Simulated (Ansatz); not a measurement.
The relaxed structure here is a generated cell of Hf3N4: the first start was made by placing the elements on the sites of a structure type, and the end was not matched to a known phase here, so it may be hypothetical.

A relaxed cell of Hf3N4 (Im-3m (No. 229)), relaxed on a k-mesh at least as fine as the one used below. These are PBEsol (plane waves to 420 eV, PAW, scalar-relativistic; Ansatz, a quantum-chemistry and plane-wave program) values and carry that method's errors. Γ-centred k-mesh 6×6×6 on the run's cell (coarser than for final values), Fermi–Dirac smearing 0.05 eV.

```xyz
7
Lattice="-2.7075 2.7075 2.7075 2.7075 -2.7075 2.7075 2.7075 2.7075 -2.7075" Properties=species:S:1:pos:R:3 pbc="T T T"
N      1.3537     1.3537     1.3537
N     -1.3537     1.3537     1.3537
N      1.3537    -1.3537     1.3537
N      1.3537     1.3537    -1.3537
Hf     2.7075     0.0000     0.0000
Hf     0.0000     0.0000     2.7075
Hf     0.0000     2.7075     0.0000
```

The atoms are displaced by (Å):

```
atom      ux      uy      uz
----  ------  ------  ------
N1    -0.002   0.007  -0.135
N2     0.004  -0.033   0.009
N3     0.010  -0.099   0.120
N4     0.175  -0.089  -0.117
Hf5    0.016   0.055   0.002
Hf6    0.007   0.111   0.114
Hf7    0.097  -0.036  -0.029
```

### Question
What forces (eV/Å) and pressure result?

### Answer
```tsv
atom	Fx	Fy	Fz
N1	0.04	-0.49	0.11
N2	0.11	-0.40	0.81
N3	1.25	0.71	-0.44
N4	-1.33	0.32	-0.06
Hf5	-0.05	1.48	-1.00
Hf6	1.90	-0.93	0.23
Hf7	-1.90	-0.68	0.35
```

Pressure +2.9 GPa.

### Question
Estimate the energy cost of the displacement in the harmonic approximation and compare with the calculation.

### Answer
For a harmonic well ΔE = −½ Σ F·u = 0.260 eV a cell, or 37 meV/atom. The calculated energy relative to the undisplaced cell is +0.03 eV/atom, so the harmonic estimate holds well.

The undisplaced cell is probably no minimum: from this displacement the run went on to Cm (No. 8), 0.86 eV/atom below it.

No spin polarisation in the result.
